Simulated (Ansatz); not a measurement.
An Ansatz (an electronic-structure program) run. Input:

Ansatz 0.2 input:
```yaml
crystal:
  lattice:
    - [4.5174910768, 0.0, 0.0]
    - [-2.2587455384, 3.9122620339, 0.0]
    - [0.0, 0.0, 5.9233573347]
  atoms:
    - { symbol: Te, position: [0.2606934276, 0.0, 0.3333333333] }
    - { symbol: Te, position: [0.0, 0.2606934276, 0.6666666667] }
    - { symbol: Te, position: [0.7393065724, 0.7393065724, 0.0] }
kpoints:
  mp_grid: { grid: [5, 5, 4] }
hamiltonian:
  xc: hse06
  pseudopotentials: { kind: paw }
scf:
  n_extra_bands: 6
  occupations: { method: fixed }
output:
  eigenvalues: true
  eigenstates:
    e_range: [-9.0, 8.6]
    kpoints:
      - [0.333333, 0.333333, 0.46875]  # VBM
      - [0.333333, 0.333333, 0.5]  # CBM
      - [0.0, 0.0, 0.0]  # GAMMA
      - [0.0, 0.0, 0.5]  # A
      - [0.3333333333, 0.3333333333, 0.0]  # K
      - [0.3333333333, 0.3333333333, 0.5]  # H
      - [0.5, 0.0, 0.0]  # M
      - [0.5, 0.0, 0.5]  # L
```

Output (shortened):

```
Pseudopotential: Te, paw, valence charge 16
Functional definition: HSE06
davidson cushion auto → on  (no smearing: the cushion is to keep the highest requested band from converging to the state above it …
Crystal: 3 atoms, lattice volume = 104.687 Å³
Basis set: ecut = 420 eV, 2053 PW (Γ)
Bands: 30, of which v1, the nominal top of the filled ones, is band 24 counted from 1 (23 counted from 0)
Symmetry: 6 space group operations
Space group: P3121 (ITA 152), of the structure as read, at distance tolerance 4.7e-5 Å
k-points: 17 of 100 (time reversal used)
SCF iter   1: F=—  HF=-20939.855539 eV  |F-HF|=—  |Δ(HF+E_count)|=         —  Δρ=1.10e-3  dr2=7.69e-4  ethr=1.77e-3  ⟨swp⟩=11.4  Hψ=2317  notcnv=0
preconditioner: auto → none
SCF iter   2: F=—  HF=-20939.857312 eV  |F-HF|=—  |Δ(HF+E_count)|=   1.77e-3  Δρ=5.57e-4  dr2=1.73e-4  ethr=1.60e-6  ⟨swp⟩=6.0  Hψ=1864  notcnv=0  defer=7
SCF iter   3: F=—  HF=-20939.857751 eV  |F-HF|=—  |Δ(HF+E_count)|=   4.40e-4  Δρ=1.92e-4  dr2=4.33e-5  ethr=3.61e-7  ⟨swp⟩=4.0  Hψ=1411  notcnv=0
iter 4 solved again at ethr=1.83e-9 eV; its pass at ethr=9.01e-8 eV (dr2=8.78e-7 eV) is discarded
SCF iter   4: F=-20939.857774 eV  HF=-20939.857773 eV  |F-HF|=1.25e-6  |Δ(HF+E_count)|=   2.13e-5  Δρ=2.91e-5  dr2=7.56e-7  ethr=1.83e-9  ⟨swp⟩=4.2  Hψ=2900  notcnv=0
SCF 1 stopped early in 4 iterations: F = -20939.857774 eV  dr2 = 7.56e-7
Crystal: 3 atoms, lattice volume = 104.687 Å³
Exchange kernel: α = 0.2500, screened, ω = 0.2079 Å⁻¹, Wigner–Seitz truncation, v(0) = 1046.5133 eV·Å³, q-mesh 5×5×4, nearest image of the exchange supercell L …
Frozen-core exchange: fock
SCF iter   1: F=—  HF=-20952.950196 eV  |F-HF|=—  |Δ(HF+E_count)|=         —  Δρ=3.87e-3  dr2=1.11e-2  ethr=1.58e-8  ⟨swp⟩=10.5  Hψ=3338  notcnv=0
preconditioner: auto → none
SCF iter   2: F=—  HF=-20952.946804 eV  |F-HF|=—  |Δ(HF+E_count)|=   3.39e-3  Δρ=1.66e-3  dr2=3.14e-3  ethr=1.58e-8  ⟨swp⟩=6.6  Hψ=2757  notcnv=0
SCF iter   3: F=—  HF=-20952.957110 eV  |F-HF|=—  |Δ(HF+E_count)|=   1.03e-2  Δρ=9.71e-4  dr2=8.16e-4  ethr=1.58e-8  ⟨swp⟩=5.5  Hψ=2405  notcnv=0
SCF iter   4: F=—  HF=-20952.956895 eV  |F-HF|=—  |Δ(HF+E_count)|=   2.14e-4  Δρ=1.14e-4  dr2=6.21e-5  ethr=1.58e-8  ⟨swp⟩=5.0  Hψ=2198  notcnv=0
SCF iter   5: F=—  HF=-20952.957189 eV  |F-HF|=—  |Δ(HF+E_count)|=   2.94e-4  Δρ=1.13e-4  dr2=1.27e-5  ethr=1.58e-8  ⟨swp⟩=4.3  Hψ=1866  notcnv=0
SCF iter   6: F=-20952.957187 eV  HF=-20952.957187 eV  |F-HF|=1.83e-8  |Δ(HF+E_count)|=   2.39e-6  Δρ=7.08e-6  dr2=2.94e-6  ethr=1.58e-8  ⟨swp⟩=3.0  Hψ=1212  notcnv=0
SCF 2 stopped early in 6 iterations: F = -20952.957187 eV  dr2 = 2.94e-6
hybrid outer 1: dexx = +1.314e-2 eV, tail = 1.68e-4 eV
Crystal: 3 atoms, lattice volume = 104.687 Å³
Exchange kernel: α = 0.2500, screened, ω = 0.2079 Å⁻¹, Wigner–Seitz truncation, v(0) = 1046.5133 eV·Å³, q-mesh 5×5×4, nearest image of the exchange supercell L …
Frozen-core exchange: fock
SCF iter   1: F=—  HF=-20952.957298 eV  |F-HF|=—  |Δ(HF+E_count)|=         —  Δρ=4.05e-5  dr2=1.95e-6  ethr=1.75e-6  ⟨swp⟩=2.0  Hψ=1122  notcnv=0
preconditioner: auto → none
SCF iter   2: F=—  HF=-20952.957299 eV  |F-HF|=—  |Δ(HF+E_count)|=   1.35e-6  Δρ=1.68e-5  dr2=1.83e-7  ethr=3.55e-9  ⟨swp⟩=4.2  Hψ=1893  notcnv=0
SCF iter   3: F=-20952.957299 eV  HF=-20952.957299 eV  |F-HF|=7.32e-9  |Δ(HF+E_count)|=   4.11e-8  Δρ=7.62e-6  dr2=2.43e-8  ethr=3.69e-10  ⟨swp⟩=2.9  Hψ=1154  notcnv=0
SCF 3 converged in 3 iterations: F = -20952.957299 eV  dr2 = 2.43e-8
hybrid outer 2: dexx = +1.577e-6 eV, tail = 7.97e-8 eV, Δε = 2.06e-3 eV (about 1.08e-4 eV left of the loop's levels)
NSCF: frozen V_eff on 8 k-points
hybrid SCF converged: 2 outer / 9 inner (+4 warm-up), last move |dexx| = 1.58e-6 eV, tail = 7.97e-8 eV
Stability not checked (fock_operator)
Free energy (F): -20952.957299 eV
Frozen-core exchange: fock
Harris-Foulkes:  -20952.957299 eV  (|F-HF|=7.32e-9)
Internal energy: -20952.957299 eV  (E = F + TS)
E sigma→0 (E₀):  -20952.957299 eV
Fermi energy:    7.952849 eV
--- Per-component energies (eV) ---
  E_band       = -917.644568
  E_kinetic    = 538.457085
  E_local      = -3922.081366  (includes V_loc(G=0)·N_el)
  E_nonlocal   = -935.595308
  E_hartree    = 2476.156860
  E_xc         = -299.914190
  E_vxc        = -250.580592  (∫ρ·V_xc dr)
  E_exx        = -135.006218  (= α·E_x^exact, valence–valence)
  E_paw        = -13936.590768  (= ΣΔE_a)
  E_vpaw       = -1030.145329  (= ΣTr[D̂ρ^β])
  E_aug_tail   = -0.000565  (compensation charges beyond the density's cutoff)
  E_ewald      = -4737.840702
  E_core_change = -0.542128  (= ΣΔE_core)
  E_smearing   =  0.000000  (= −TS)
  E_closure    =  0.000000  (closes the sum)
  Σ components = -20952.957299   (vs F -20952.957299, Δ=-3.64e-12)
  [band-id]    e_kinetic+e_local+e_nonlocal+2·e_hartree+e_vxc+2·e_exx+e_vpaw+e_augmentation_tail = -917.644790   (vs E_band -917.644568, Δ=-2.23e-4)
--- Band table (eV; the first three rows and the last of 17) ---
  k-point 0: bands = ["-31.9149", "-31.9149", "-31.8544", "-31.8499", "-31.8499", "-31.7761", "-31.6783", "-31.6736", "-31.6736", "-31.6355", "-31.6349", "-31.6349", "-31.6099", "-31.5794", "-31.5794", "-6.8546", "-3.1762", "-3.1762", "4.6460", "4.9968", …
  k-point 1: bands = ["-31.9342", "-31.8886", "-31.8577", "-31.8570", "-31.8369", "-31.7886", "-31.6785", "-31.6774", "-31.6689", "-31.6369", "-31.6351", "-31.6339", "-31.6037", "-31.5831", "-31.5790", "-6.6039", "-4.6849", "-1.6227", "4.2460", "4.7918", …
  k-point 2: bands = ["-31.9412", "-31.8670", "-31.8670", "-31.8604", "-31.8151", "-31.8151", "-31.6787", "-31.6787", "-31.6665", "-31.6381", "-31.6343", "-31.6343", "-31.5920", "-31.5920", "-31.5792", "-5.8650", "-5.8650", "-0.8180", "3.7129", "5.1062", …
  k-point 16: bands = ["-31.9402", "-31.8655", "-31.8648", "-31.8577", "-31.8147", "-31.8141", "-31.6802", "-31.6793", "-31.6646", "-31.6421", "-31.6325", "-31.6315", "-31.6028", "-31.6015", "-31.5652", "-5.0913", "-4.8785", "-2.7311", "2.1344", "3.0428", …
```

Cost: very roughly 3 core-minutes on shared cores.

The points marked VBM and CBM come from a semilocal run.

Space group P3_121 (trigonal Se type). The r²SCAN+D4 relaxation kept the symmetry of its start; phonons on a q-mesh show no instability. Scalar-relativistic: spin–orbit coupling is off unless named, which matters more the heavier the elements.

Potentials: the later of the program's two PAW sets.

Ansatz is a plane-wave DFT program.
